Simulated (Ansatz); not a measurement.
Values for one crystal, relaxed and computed with plane-wave PAW r²SCAN (Ansatz code); other levels are named.

Volume per atom: 18.52 Å³
Electronic character: metallic (no gap)
Formation energy from the elements (no fitted shifts): -150 meV/atom
Density of states at the Fermi level: 1.00 states/eV per atom (mean over ±0.08 eV)
Bulk modulus (Birch–Murnaghan fit): 153 GPa
Pressure derivative B′: 4.6

**Question.** Pick the material that matches.
A. SbRu, Pnma (Ru on 4c, Sb on 4c)
B. Ti2CN, R-3m (Ti on 6c, C on 3a, N on 3b)
C. TiCuSi, Pnma (Ti on 4c, Si on 4c, Cu on 4c)
D. LaSiRu, P4/nmm (La on 2c, Si on 2c, Ru on 2a)

**Answer.** A, SbRu, Pnma (Ru on 4c, Sb on 4c)

The workflow started from an entry of the Crystallography Open Database (COD). Whether it is the stable phase at ambient conditions was not checked. Symmetry was held in the r²SCAN relaxation; whether a distortion lowers the energy is not shown. No spin polarisation was allowed. The references are the lowest solids computed at this level, not always the standard phases. Scalar-relativistic: spin–orbit coupling is off unless named, which matters more the heavier the elements.

Potentials: the later of the program's two PAW sets.
